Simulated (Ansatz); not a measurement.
Tl (diamond): energy against volume

Computed with Ansatz, DFT, BLYP, plane waves (420 eV) with PAW, scalar-relativistic. (PAW data from PBE, frozen cores regenerated.)

The cell is scaled uniformly from the relaxed one, with fractional coordinates and shape fixed. Energies are extrapolated to zero smearing, pressures are those at the given smearing. Magnetic state: spin not included.

A Birch-Murnaghan fit gives V₀ = 50.56 Å³/atom, B₀ = 10.1 GPa, B₀′ = 5.1.

What are the energy above the minimum and the pressure at 44.671 Å³/atom?

27.7 meV/atom and 1.77 GPa as computed.

What are the energy above the minimum and the pressure at 46.701 Å³/atom?

10.9 meV/atom and 1.03 GPa as computed.

What are the energy above the minimum and the pressure at 54.823 Å³/atom?

9.6 meV/atom and -0.61 GPa as computed.
